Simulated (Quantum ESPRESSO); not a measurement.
W7Re, finding a planted mistake in a log

Simulated, not a measurement. The program is pw.x of Quantum ESPRESSO 7.5 (plane-wave density functional theory). The cell is made up: eight metal atoms on a hexagonal close-packed lattice, with elements, volume, strain and displacements drawn at random and not relaxed, so it may be unstable or far from any real phase. PseudoDojo standard norm-conserving files set the functional (PBE unless stated); there is no spin polarisation or spin-orbit coupling, the Fermi-Dirac width of 0.25 eV means electrons at about 2900 K, and the masses in the input are unused placeholders. Heavy elements are run without spin-orbit coupling, which real alloys of them have. A spin test at this wide smearing found no moment, but such smearing suppresses magnetism that the real alloy may have.

Intended input:

```
&control calculation='scf', pseudo_dir='./dojo.nc.sr.pbe.v0_5.standard.upf', outdir='./o', disk_io='minimal', tprnfor=.true., tstress=.true. /
&system ibrav=0, nat=8, ntyp=2, nbnd=75, ecutwfc=84.00895049, nosym=.true., tot_charge=0,
 occupations='smearing', smearing='fd', degauss=0.0183746611
/
&electrons conv_thr=1.470e-08, electron_maxstep=70, mixing_beta=0.5 /
ATOMIC_SPECIES
Re 1.0 Re.upf
W 1.0 W.upf
CELL_PARAMETERS angstrom
-2.8897 0.0236 -0.0355
-0.0587 0.0638 -4.658
0.0816 -9.7055 0.1336
ATOMIC_POSITIONS angstrom
W 0.2748 0.0829 -0.0394
W 0.0942 -4.9108 0.1351
W 0.0763 -3.1826 -2.206
Re 0.1644 -7.9602 -2.2712
W -1.4323 -2.3415 -0.0171
W -1.3527 -7.3242 0.1547
W -1.5337 -0.6552 -2.348
W -1.4826 -5.6869 -2.1673
K_POINTS automatic
8 5 3 1 1 1
```

The log is shortened where brackets say so; the opening notice, blank lines, dates and the lines on written files are dropped, and the path of the files is cut. It prints rydbergs, bohrs and kilobars, and counts compression as positive stress. Its total energy is the free energy E - TS of the whole cell.

Log of the intended run:

```
     Program PWSCF v.7.5
     Parallel version (MPI & OpenMP), running on       4 processor cores
     Number of MPI processes:                 4
     Threads/MPI process:                     1
     [start-up lines left out]
     bravais-lattice index     =            0
     lattice parameter (alat)  =       5.4613  a.u.
     unit-cell volume          =     881.2295 (a.u.)^3
     number of atoms/cell      =            8
     number of atomic types    =            2
     number of electrons       =       113.00
     number of Kohn-Sham states=           75
     kinetic-energy cutoff     =      84.0090  Ry
     charge density cutoff     =     336.0358  Ry
     scf convergence threshold =      1.5E-08
     mixing beta               =       0.5000
     number of iterations used =            8  plain     mixing
     Exchange-correlation= PBE
                           (   1   4   3   4   0   0   0)
     [axes and pseudopotential details left out]
   Cartesian axes
     site n.     atom                  positions (alat units)
         1        W      tau(   1) = (   0.0950860   0.0286850  -0.0136332  )
         2        W      tau(   2) = (   0.0325950  -1.6992303   0.0467472  )
         3        W      tau(   3) = (   0.0264013  -1.1012402  -0.7633180  )
         4        Re     tau(   4) = (   0.0568855  -2.7543807  -0.7858784  )
         5        W      tau(   5) = (  -0.4956031  -0.8102036  -0.0059169  )
         6        W      tau(   6) = (  -0.4680599  -2.5343126   0.0535291  )
         7        W      tau(   7) = (  -0.5306894  -0.2267117  -0.8124527  )
         8        W      tau(   8) = (  -0.5130078  -1.9677757  -0.7499271  )
     number of k points=    60  Fermi-Dirac smearing, width (Ry)=  0.0184
                       cart. coord. in units 2pi/alat
        k(    1) = (  -0.0621622  -0.0510040  -0.0619593), wk =   0.0333333
        k(    2) = (  -0.0605737   0.1475604  -0.0592596), wk =   0.0333333
     [further k points left out]
     Dense  grid:    91639 G-vectors     FFT dimensions: (  32,  54, 108)
     Estimated max dynamical RAM per process >     369.11 MB
     Estimated total dynamical RAM >       1.38 GB
     Initial potential from superposition of free atoms
     starting charge     112.9961, renormalised to     113.0000
     Starting wfcs are   80 randomized atomic wfcs
     total cpu time spent up to now is        4.5 secs
     per-process dynamical memory:   297.6 Mb
     Self-consistent Calculation
     iteration #  1     ecut=    84.01 Ry     beta= 0.50
     Davidson diagonalization with overlap
     ethr =  1.00E-02,  avg # of iterations =  2.6
     Threshold (ethr) on eigenvalues was too large:
     Diagonalizing with lowered threshold
     Davidson diagonalization with overlap
     ethr =  2.59E-04,  avg # of iterations =  5.2
     total cpu time spent up to now is       27.6 secs
     total energy              =   -1235.20605391 Ry
     estimated scf accuracy    <       0.36300680 Ry
     iteration #  2     ecut=    84.01 Ry     beta= 0.50
     Davidson diagonalization with overlap
     ethr =  3.21E-04,  avg # of iterations =  7.0
     total cpu time spent up to now is       41.4 secs
     total energy              =   -1234.62718563 Ry
     estimated scf accuracy    <      14.71609877 Ry
     [iterations 3 to 16 left out]
     iteration # 17     ecut=    84.01 Ry     beta= 0.50
     Davidson diagonalization with overlap
     ethr =  2.66E-10,  avg # of iterations =  1.0
     total cpu time spent up to now is      206.3 secs
     total energy              =   -1235.30024258 Ry
     estimated scf accuracy    <       0.00000007 Ry
     iteration # 18     ecut=    84.01 Ry     beta= 0.50
     Davidson diagonalization with overlap
     ethr =  5.89E-11,  avg # of iterations =  1.2
     total cpu time spent up to now is      218.6 secs
     End of self-consistent calculation
     [lines on levels left out]
!    total energy              =   -1235.30024258 Ry
     estimated scf accuracy    <          7.6E-09 Ry
     smearing contrib. (-TS)   =      -0.13610718 Ry
     internal energy E=F+TS    =   -1235.16413540 Ry
     The total energy is F=E-TS. E is the sum of the following terms:
     one-electron contribution =    -154.70334802 Ry
     hartree contribution      =     142.39548241 Ry
     xc contribution           =    -266.53522378 Ry
     ewald contribution        =    -956.32104601 Ry
     convergence has been achieved in  18 iterations
     Forces acting on atoms (cartesian axes, Ry/au):
     atom    1 type  2   force =    -0.04051640   -0.02615391   -0.00533776
     atom    2 type  2   force =    -0.00108225    0.02390301    0.02118411
     atom    3 type  2   force =     0.00414801   -0.00074416   -0.03292917
     atom    4 type  1   force =    -0.01373664   -0.01961727    0.03147392
     atom    5 type  2   force =     0.00344062   -0.02512441    0.03413341
     atom    6 type  2   force =     0.02385601    0.02092945   -0.02841613
     atom    7 type  2   force =     0.02409900   -0.01617858   -0.01995105
     atom    8 type  2   force =    -0.00020834    0.04298586   -0.00015733
     Total force =     0.112928     Total SCF correction =     0.000429
     Computing stress (Cartesian axis) and pressure
          total   stress  (Ry/bohr**3)                   (kbar)     P=       28.70
  -0.00001404  -0.00004460   0.00000221           -2.07       -6.56        0.33
  -0.00004460   0.00007130  -0.00001549           -6.56       10.49       -2.28
   0.00000221  -0.00001549   0.00052812            0.33       -2.28       77.69
     init_run     :      4.27s CPU      4.42s WALL (       1 calls)
     electrons    :    210.49s CPU    214.15s WALL (       1 calls)
     forces       :      3.05s CPU      3.05s WALL (       1 calls)
     stress       :     10.47s CPU     10.47s WALL (       1 calls)
     [timing details left out]
     PWSCF        :   3m48.36s CPU   3m52.20s WALL
     JOB DONE.
```

A second run was made from an input with one planted mistake. Its log:

```
     Program PWSCF v.7.5
     Parallel version (MPI & OpenMP), running on       4 processor cores
     Number of MPI processes:                 4
     Threads/MPI process:                     1
     [start-up lines left out]
     bravais-lattice index     =            0
     lattice parameter (alat)  =       5.5296  a.u.
     unit-cell volume          =     914.6773 (a.u.)^3
     number of atoms/cell      =            8
     number of atomic types    =            2
     number of electrons       =       113.00
     number of Kohn-Sham states=           75
     kinetic-energy cutoff     =      84.0090  Ry
     charge density cutoff     =     336.0358  Ry
     scf convergence threshold =      1.5E-08
     mixing beta               =       0.5000
     number of iterations used =            8  plain     mixing
     Exchange-correlation= PBE
                           (   1   4   3   4   0   0   0)
     [axes and pseudopotential details left out]
   Cartesian axes
     site n.     atom                  positions (alat units)
         1        W      tau(   1) = (   0.0950748   0.0286728  -0.0136358  )
         2        W      tau(   2) = (   0.0326029  -1.6992480   0.0467514  )
         3        W      tau(   3) = (   0.0264173  -1.1012543  -0.7633322  )
         4        Re     tau(   4) = (   0.0569013  -2.7544003  -0.7858877  )
         5        W      tau(   5) = (  -0.4956055  -0.8102203  -0.0059123  )
         6        W      tau(   6) = (  -0.4680604  -2.5343477   0.0535180  )
         7        W      tau(   7) = (  -0.5307032  -0.2267168  -0.8124758  )
         8        W      tau(   8) = (  -0.5130005  -1.9677950  -0.7499356  )
     number of k points=    60  Fermi-Dirac smearing, width (Ry)=  0.0184
                       cart. coord. in units 2pi/alat
        k(    1) = (  -0.0621632  -0.0510038  -0.0619597), wk =   0.0333333
        k(    2) = (  -0.0605743   0.1475595  -0.0592599), wk =   0.0333333
     [further k points left out]
     Dense  grid:    95065 G-vectors     FFT dimensions: (  36,  54, 120)
     Estimated max dynamical RAM per process >     385.50 MB
     Estimated total dynamical RAM >       1.44 GB
     Initial potential from superposition of free atoms
     starting charge     112.9961, renormalised to     113.0000
     Starting wfcs are   80 randomized atomic wfcs
     total cpu time spent up to now is        6.3 secs
     per-process dynamical memory:   319.3 Mb
     Self-consistent Calculation
     iteration #  1     ecut=    84.01 Ry     beta= 0.50
     Davidson diagonalization with overlap
     ethr =  1.00E-02,  avg # of iterations =  2.5
     Threshold (ethr) on eigenvalues was too large:
     Diagonalizing with lowered threshold
     Davidson diagonalization with overlap
     ethr =  2.75E-04,  avg # of iterations =  5.2
     total cpu time spent up to now is       37.4 secs
     total energy              =   -1235.19412331 Ry
     estimated scf accuracy    <       0.38727984 Ry
     iteration #  2     ecut=    84.01 Ry     beta= 0.50
     Davidson diagonalization with overlap
     ethr =  3.43E-04,  avg # of iterations =  6.9
     total cpu time spent up to now is       55.2 secs
     total energy              =   -1234.55495729 Ry
     estimated scf accuracy    <      16.68626495 Ry
     [iterations 3 to 16 left out]
     iteration # 17     ecut=    84.01 Ry     beta= 0.50
     Davidson diagonalization with overlap
     ethr =  2.49E-10,  avg # of iterations =  1.4
     total cpu time spent up to now is      256.8 secs
     total energy              =   -1235.29502144 Ry
     estimated scf accuracy    <       0.00000006 Ry
     iteration # 18     ecut=    84.01 Ry     beta= 0.50
     Davidson diagonalization with overlap
     ethr =  5.03E-11,  avg # of iterations =  2.0
     total cpu time spent up to now is      268.8 secs
     End of self-consistent calculation
     [lines on levels left out]
!    total energy              =   -1235.29502144 Ry
     estimated scf accuracy    <          7.6E-09 Ry
     smearing contrib. (-TS)   =      -0.14125263 Ry
     internal energy E=F+TS    =   -1235.15376881 Ry
     The total energy is F=E-TS. E is the sum of the following terms:
     one-electron contribution =    -171.18437235 Ry
     hartree contribution      =     146.66901516 Ry
     xc contribution           =    -266.11929899 Ry
     ewald contribution        =    -944.51911263 Ry
     convergence has been achieved in  18 iterations
     Forces acting on atoms (cartesian axes, Ry/au):
     atom    1 type  2   force =    -0.03232259   -0.02101981   -0.00573066
     atom    2 type  2   force =     0.00074817    0.01999838    0.01819540
     atom    3 type  2   force =     0.00649928    0.00014620   -0.02771714
     atom    4 type  1   force =    -0.00697458   -0.01409120    0.02554157
     atom    5 type  2   force =    -0.00023864   -0.02155086    0.02873771
     atom    6 type  2   force =     0.01801464    0.01613844   -0.02279654
     atom    7 type  2   force =     0.01794041   -0.01347331   -0.01673227
     atom    8 type  2   force =    -0.00366671    0.03385216    0.00050194
     Total force =     0.091099     Total SCF correction =     0.000411
     Computing stress (Cartesian axis) and pressure
          total   stress  (Ry/bohr**3)                   (kbar)     P=      -71.95
  -0.00067026  -0.00004590   0.00000995          -98.60       -6.75        1.46
  -0.00004590  -0.00062855  -0.00002344           -6.75      -92.46       -3.45
   0.00000995  -0.00002344  -0.00016859            1.46       -3.45      -24.80
     init_run     :      6.04s CPU      6.23s WALL (       1 calls)
     electrons    :    257.88s CPU    262.58s WALL (       1 calls)
     forces       :      2.92s CPU      2.93s WALL (       1 calls)
     stress       :     10.03s CPU     10.22s WALL (       1 calls)
     [timing details left out]
     PWSCF        :   4m36.92s CPU   4m42.07s WALL
     JOB DONE.
```

Question: the log repeats what the program read. Compare it with the intended run: what was wrong in the second input?

Answer: the cell and the positions are scaled by a wrong factor. The input lines that differ:

```
- -2.8897 0.0236 -0.0355
- -0.0587 0.0638 -4.658
- 0.0816 -9.7055 0.1336
+ -2.9258 0.0239 -0.0359
+ -0.0594 0.0646 -4.7162
+ 0.0826 -9.8268 0.1353
- W 0.2748 0.0829 -0.0394
- W 0.0942 -4.9108 0.1351
- W 0.0763 -3.1826 -2.206
- Re 0.1644 -7.9602 -2.2712
- W -1.4323 -2.3415 -0.0171
- W -1.3527 -7.3242 0.1547
- W -1.5337 -0.6552 -2.348
- W -1.4826 -5.6869 -2.1673
+ W 0.2782 0.0839 -0.0399
+ W 0.0954 -4.9722 0.1368
+ W 0.0773 -3.2224 -2.2336
+ Re 0.1665 -8.0597 -2.2996
+ W -1.4502 -2.3708 -0.0173
+ W -1.3696 -7.4158 0.1566
+ W -1.5529 -0.6634 -2.3774
+ W -1.5011 -5.758 -2.1944
```

```
                                            intended run  run with the mistake
                          free energy (eV)    -16807.116            -16807.045
         entropy term -TS, part of it (eV)        -1.852                -1.922
                            pressure (GPa)          2.87                 -7.20
size of the largest force component (eV/Å)         1.105                 0.870
largest change of a force component (eV/Å)                               0.235
                                iterations            18                    18
```

For scale, a rerun of the intended cell at a higher cutoff and on a denser mesh moved values by no more than 0.012 eV in energy, 0.14 GPa in stress and 0.012 eV/Å in force, and a second program with other atomic files agreed on that cell to 2 % rms in force and 0.5 GPa in pressure.